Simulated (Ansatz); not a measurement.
The relaxed structure here is a generated cell of SnO: the first start was made by placing the elements on the sites of a structure type, and the end was not matched to a known phase here, so it may be hypothetical. Known forms of SnO include space group No. 129.

The end point of a relaxation of SnO. Space group P4₂/mmc (No. 131). All values below come from r2SCAN (plane waves to 500 eV, PAW, scalar-relativistic; Ansatz, a quantum-chemistry and plane-wave program).

Space group P4₂/mmc (No. 131); a = 3.198 Å, b = 3.198 Å, c = 6.249 Å, α = 90.00°, β = 90.00°, γ = 90.00°

```tsv
atom	site	symmetry	x	y	z
Sn	2c	mmm.	0.0000	0.5000	0.0000
O	2f	-4m2	0.5000	0.5000	0.2500
```

```yaml
volume_per_atom: 15.97 Å³
density: 7.00 g/cm³
band_gap: no gap (metallic)
shortest_distances: O–Sn 2.24 Å; O–O 3.12 Å; Sn–Sn 3.20 Å
k-mesh: 10×10×6
```

Band energies at high-symmetry points (eV from the Fermi level; labels of this space group; no spin-orbit coupling), from −5 eV up to 3.3 eV:

```csv
point,energies
Γ,-5.00 -4.44 -4.44 -3.36 -3.36 0.28 1.26
X,-4.23 -4.02 -3.26 -3.09 -1.39 0.38
M,-3.56 -2.19 0.06 1.02 1.02
Z,-4.17 -4.17 -3.70 -3.70 -2.38 -2.38
R,-3.98 -3.31 -1.06 -0.89 0.57 2.64
A,-1.30 -1.30 1.39 1.39
```

No spin polarisation in the result.

The run could not lose the symmetry of its start: the end is stationary, and may be a saddle point rather than a minimum.
